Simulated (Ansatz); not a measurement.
# SiO₂: a ladder of calculations

Cell of run 1: a structure deposited in the COD.

Space group P4_12_12 (No. 92); a = 4.9790, c = 6.9500 Å.

```
site  Wyckoff  site symmetry       x       y       z
  Si       4a            ..2  0.3002  0.3002  0.0000
   O       8b              1  0.2394  0.1049  0.1785
```

One atom of each set is listed.

Relaxed positions (PBE, cell held):

Si (0.3044, 0.3044, 0.0000)
O (0.2371, 0.1148, 0.1843)

All runs are DFT with Ansatz 0.2.0 (plane waves and PAW, scalar-relativistic unless spin–orbit coupling is named, Γ-centred meshes, Fermi–Dirac smearing where given) in this cell.

Run 1: PBE, gradients read without the response of the cores, atoms as given; 420 eV, 5×5×4 k-points, smearing 0.02 eV.
Run 2: PBE, gradients read without the response of the cores, atoms relaxed; 420 eV, 5×5×4 k-points, smearing 0.02 eV.
Run 3: r2SCAN, gradients read without the response of the cores, at the relaxed atoms; 500 eV, 5×5×4 k-points, smearing 0.02 eV.

```
run   Si V_zz (η)   O V_zz (η)
  1  -0.28 (0.76)  9.50 (0.14)
  2             ?            ?
  3  -0.35 (0.73)  9.70 (0.19)
```

V_zz in 10²¹ V/m².

Task: Estimate the row of run 2.

Result: Si: -0.35 (0.79); O: 9.78 (0.19). It lies nearest to run 3, from whose tensors on these sites it differs by 0.09 at most (largest principal value of the difference, on O). Taken one at a time, the positions of the atoms (as given or relaxed) move the tensors on these sites by up to 0.43 (largest principal value of the change, on O), the functional (r2SCAN with its higher cutoff) by 0.09 (O).

In runs 1, 3 the atoms aren't at the calculated equilibrium (largest force 0.42, 0.31 eV/Å). The cell isn't the equilibrium one in run 1 (calculated pressure 6 GPa), and the entry's cell may itself be off.
